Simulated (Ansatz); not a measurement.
Given:

HfTc:
```yaml
crystal:
  lattice:
    - [3.22681, 0.00000, 0.00000]
    - [0.00000, 3.22681, 0.00000]
    - [0.00000, 0.00000, 3.22681]
  atoms:
    - { symbol: Hf, position: [0.00000, 0.00000, 0.00000] }
    - { symbol: Tc, position: [0.50000, 0.50000, 0.50000] }
```

This is the PBEsol-relaxed structure.

Question: All from plane-wave PAW PBEsol (Ansatz code), unless another level is named. Predict the density of states at the Fermi level.

Answer: 0.78 states/eV per atom (mean over ±0.08 eV).

Question: What about the formation energy from the elements (no fitted shifts)?

Answer: -0.44 eV/atom.

Question: Predict the gap with spin–orbit coupling.

Answer: none (metallic).

Space group Pm-3m (CsCl type). The workflow started from an entry of the Crystallography Open Database (COD). Whether it is the stable phase at ambient conditions was not checked. Symmetry was held in the PBEsol relaxation; of distortions, only those at the zone centre were tested. No spin polarisation was allowed. The references are the lowest solids computed at this level, not always the standard phases. Scalar-relativistic: spin–orbit coupling is off unless named, which matters more the heavier the elements.

Potentials: the later of the program's two PAW sets.
